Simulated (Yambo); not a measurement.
G0W0@LDA for RbAuS₂O₈ (space group P-1, No. 2) in Yambo. Reference settings: 2×2×1 Γ-centred k mesh, bands 5 to 286 and a 7 Ry block in the screening, 286 bands in G with the Bruneval-Gonze terminator, plasmon pole fitted at 27.2 eV. The LDA gap (-0.5, -0.5, 0) → Γ on this mesh is 1.60 eV; G0W0 gaps are taken between the same points.

With and without the terminator, as bands are cut:

| bands in G (in W) | gap, terminator (eV) | gap, none (eV) | valence shift, terminator (eV) | valence shift, none (eV) |
|---|---|---|---|---|
| 116 (286) | 3.820 | 3.965 | -0.883 | -0.261 |
| 189 (286) | 3.803 | 3.887 | -0.901 | -0.518 |
| 286 (286) | 3.801 | 3.859 | -0.911 | -0.693 |

Over this range the gap spans 0.019 eV with the terminator and 0.106 eV without, the valence shift 0.028 eV and 0.432 eV. Neither column has reached its limit for certain.

Spin-orbit coupling is not included.

Geometry of the Materials Project entry, not relaxed at this level; primitive cell a = 4.3562 Å, b = 5.1682 Å, c = 9.0377 Å, α = 76.96°, β = 88.31°, γ = 74.31°.

A shift is the quasiparticle energy of the state minus its LDA energy.
